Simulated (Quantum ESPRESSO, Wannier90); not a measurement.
# Wannierisation of NaCl (rock salt)

```
begin unit_cell_cart
ang
    0.0000000000    2.7940650000    2.7940650000
    2.7940650000    0.0000000000    2.7940650000
    2.7940650000    2.7940650000    0.0000000000
end unit_cell_cart
begin atoms_frac
Na   0.0000000000  0.0000000000  0.0000000000
Cl   0.5000000000  0.5000000000  0.5000000000
end atoms_frac
```

Structure: Materials Project mp-22862, symmetrised, not relaxed again. COD (Crystallography Open Database) has an entry of this formula and space group (matched by these alone). Level: LDA, no spin polarisation, no spin-orbit coupling; pw.x of Quantum ESPRESSO at 71 Ry with PseudoDojo potentials, 8×8×8 k-points, Wannier90. Density: 10×10×10 mesh, cold smearing 0.01 Ry.

Band 5 is isolated and gives one Wannier function a cell (Cl2 3s 93 %, Na1 3s 7 %; spread 0.85 Å²). Its on-site energy is ε = -12.318 eV relative to the valence-band maximum, and its hoppings t(R) = t(−R) to the nearer images are (images within this range that aren't listed have |t| under 5 meV):

```tsv
R (lattice vectors; −R alike)	distance (Å)	t (eV)
0 0 1	3.95	-0.028
0 1 -1	3.95	-0.028
0 1 0	3.95	-0.028
1 -1 0	3.95	-0.028
1 0 -1	3.95	-0.028
1 0 0	3.95	-0.028
```

### Question
Work out the band energy at Γ, X, U, K from these numbers.

### Answer
For one orbital E(k) = ε + Σ_R 2 t(R) cos(2π k·R), the sum over the listed R.
- Γ, k = (0.000, 0.000, 0.000): E = -12.318 + (-0.028)·(12.00) = -12.65 eV; pw.x: -12.67 eV
- X, k = (0.500, 0.000, 0.500): E = -12.318 + (-0.028)·(-4.00) = -12.21 eV; pw.x: -12.24 eV
- U, k = (0.625, 0.250, 0.625): E = -12.318 + (-0.028)·(-3.66) = -12.22 eV; pw.x: -12.23 eV
- K, k = (0.375, 0.375, 0.750): E = -12.318 + (-0.028)·(-3.66) = -12.22 eV; pw.x: -12.23 eV

At these points the listed shells miss the plane-wave band by up to 0.03 eV, of a width of 0.45 eV on the path. With all its hoppings the model misses the band by 0.0 meV at worst on the whole path, so most of the miss comes from the hoppings not listed.
